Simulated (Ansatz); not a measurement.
# FeAs: reading a single point

```xyz
8
Lattice="5.9895 0.0000 0.0000 0.0000 5.4043 0.0000 0.0000 0.0000 3.3515" Properties=species:S:1:pos:R:3 pbc="T T T"
Fe    1.1380    0.0540    0.8379
Fe    4.8515    5.3502    2.5136
Fe    4.1328    2.6481    2.5136
Fe    1.8568    2.7562    0.8379
As    3.4739    1.0809    0.8379
As    2.5156    4.3234    2.5136
As    0.4792    1.6213    2.5136
As    5.5104    3.7830    0.8379
```

Single point in Ansatz 0.2.0 with PBEsol, no spin polarisation. Cutoff 420 eV, PAW datasets, 6×6×10 Γ-centred k mesh, gaussian filling (width 0.0216 eV).

Q: What does the stress say?

A: The pressure is -10.4 GPa (compression positive), so with the atoms held at these fractions the cell would first shrink. The principal stresses -11.9, -11.0, -8.3 GPa differ, so its shape would change too.

Q: Describe some of the short contacts.

A: Fe–As at 2.33 Å: least valence density 0.53 e/Å³ and ELF 0.44 there. These are pseudo-fields; inside the PAW spheres they differ from the all-electron ones.

Q: Which element gives electrons and which takes them?

A: Bader charges in e: Fe +0.24, As -0.24. In the mean Fe gives up most and As takes most.

Q: Which atom feels the largest force, and which way?

A: The largest is on Fe4 (and as large on other atoms): 0.80 eV/Å, components (-0.73, -0.32, 0.00). It makes 111° with the line to a nearest neighbour, As5 at 2.33 Å.

Q: Is it stable against the elements?

A: -0.24 eV an atom against the elements' usual phases (free molecules for gases, crystals otherwise, with no correction for O₂ or N₂), so it is bound against them; other compounds may still compete. Relaxing would lower it.

Q: Metal or insulator?

A: It is a metal, with about 13 states/eV a cell as the mean within 0.25 eV of the Fermi level, mostly Fe d (92 %).

Origin: a database entry at a rescaled volume. Caveats: no spin polarisation, so a magnetic state may lie lower; atoms or cell far from equilibrium.
